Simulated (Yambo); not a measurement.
BSE-type run in Yambo on Rb3RhF6 (space group Fm-3m, No. 225), at zero momentum.

Quantum ESPRESSO step (PBEsol, PseudoDojo standard norm-conserving files, scalar-relativistic):
```
&CONTROL
  calculation = 'nscf'
  pseudo_dir = './pseudo'
  outdir = './out'
/
&SYSTEM
  ibrav = 0
  nat = 10
  ntyp = 3
  ecutwfc = 88.0
  ecutrho = 352.0
  occupations = 'fixed'
  force_symmorphic = .true.
  nbnd = 117
/
&ELECTRONS
  conv_thr = 1e-08
  diago_full_acc = .true.
  diago_thr_init = 1e-08
/
ATOMIC_SPECIES
F 18.9984 F.upf
Rb 85.4678 Rb.upf
Rh 102.9055 Rh.upf
CELL_PARAMETERS angstrom
  0.000000000000   4.556480000000   4.556480000000
  4.556480000000   0.000000000000   4.556480000000
  4.556480000000   4.556480000000   0.000000000000
ATOMIC_POSITIONS crystal
F   0.782550000000   0.217450000000   0.217450000000
F   0.217450000000   0.782550000000   0.782550000000
F   0.217450000000   0.782550000000   0.217450000000
F   0.782550000000   0.217450000000   0.782550000000
F   0.217450000000   0.217450000000   0.782550000000
F   0.782550000000   0.782550000000   0.217450000000
Rb   0.750000000000   0.750000000000   0.750000000000
Rb   0.250000000000   0.250000000000   0.250000000000
Rb   0.500000000000   0.500000000000   0.500000000000
Rh   0.000000000000   0.000000000000   0.000000000000
K_POINTS automatic
4 4 4 0 0 0
```

Yambo input:
```
rim_cut
optics
bse
bss
dipoles
RandQpts= 1000000
RandGvec= 1 Ry
FFTGvecs= 40 Ry
BSKmod= "HARTREE"
BSEmod= "resonant"
BSSmod= "hs"
BSENGexx= 15 Ry
% KfnQP_E
 3.73 | 1.0 | 1.0 |
%
% BSEQptR
 1 | 1 |
%
% BSEBands
 29 | 51 |
%
% BEnRange
 0.0 | 11.7 | eV
%
% BDmRange
 0.15 | 0.15 | eV
%
BEnSteps= 234
% BLongDir
 1.0 | 0.0 | 0.0 |
%
BSHayTrs= -0.02
BSSNEig= 24
WRbsWF
```

From the report:

The dimension is k points × valence × conduction bands = 64 × 15 × 8 = 7680.
```
  [SLEPC] Approach                          : Krylov-Schur
  [SLEPC] Number of requested eigenvalues   :  24
  [SLEPC] Number of eigenvalues        [NEV]:  24
   [K] Dimension                                    :   7680
   [K] Bands                                        :   29   51
   [K] Exchange res                                 : yes
   [K] Correlation res                              : no
   [K] W interaction is bare                        : no
   [K] RL vectors exchange                          :  1291
```

Spin-orbit coupling is not included.

Geometry of the Materials Project entry, not relaxed at this level.

The structure is a Materials Project entry; no match was found in the copy of COD used, and its stability was not checked.
